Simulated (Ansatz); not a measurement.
# Relaxing zinc (diamond)

Computed with DFT, LDA (PW92), plane waves (420 eV) with PAW, scalar-relativistic (Ansatz). (PAW data from PBE, frozen cores regenerated.)

k-point mesh 10×10×10, Fermi-Dirac smearing 0.1 eV, no spin polarisation. Cell and atoms relax.

Starting structure:

```yaml
crystal:
  lattice:
    - [0.0, 2.7383746181, 2.7383746181]
    - [2.7383746181, 0.0, 2.7383746181]
    - [2.7383746181, 2.7383746181, 0.0]
  atoms:
    - { symbol: Zn, position: [0.125, 0.125, 0.125] }
    - { symbol: Zn, position: [0.875, 0.875, 0.875] }
hamiltonian:
  xc: lda
  pseudopotentials:
    kind: paw
    azcp:
      Zn: "pseudopotentials/Zn.paw.azcp"
basis:
  ecutwfc: 420
  fft_grid_basis: typed
kpoints:
  mp_grid: { grid: [10, 10, 10], shift: [0, 0, 0] }
magnetization:
  spin_polarized: false
scf:
  occupations: { method: fermi_dirac, width: 0.1 }
relax:
  max_steps: 60
  f_tol: 0.01
  cell: {}
output:
  write_density: true
  write_potential: true
  elf: true
  volumetric_format: npy
```

Task: The pressure at the start is 1.9 GPa. By how much does the volume change?

Result: From 20.53 to 21.36 Å³ per atom, 4.0 %. The final cell has a = 5.549 Å.

Task: How much energy does the relaxation gain?

Result: 4.6 meV per atom.
